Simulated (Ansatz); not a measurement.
NaC8:
```
NaC8
1.0
    4.97561     0.00000     0.00000
   -2.48781     4.30901     0.00000
    0.00000     0.00000     4.49012
C Na
8 1
Cartesian
  0.00000   1.44216   0.00000
 -1.23886   3.58792   0.00000
  2.48781   1.43634   0.00000
  1.23886   3.58792   0.00000
  1.24895   0.72108   0.00000
  0.00000   2.87267   0.00000
  3.72666   0.72108   0.00000
  2.48781   2.86684   0.00000
  0.00000   0.00000   2.24506
```

This is the PBE+D3(BJ)-relaxed structure.

Question: All from plane-wave PAW PBE+D3(BJ) (Ansatz code), unless another level is named. Predict the highest zone-centre frequency.

Answer: 1326 cm⁻¹.

Question: Predict the bulk modulus (Birch–Murnaghan fit).

Answer: 45.2 GPa.

Space group P6/mmm. The cell is a constructed one: a structure type filled with these elements; neither database checked (COD, Materials Project) lists it. Whether it is the stable phase at ambient conditions was not checked. Symmetry was held in the PBE+D3(BJ) relaxation; of distortions, only those at the zone centre were tested. As this level gives no gap, phonon frequencies hold no LO–TO term and depend on the k-mesh and smearing (Fermi–Dirac, 0.1 eV here).

Potentials: the later of the program's two PAW sets.
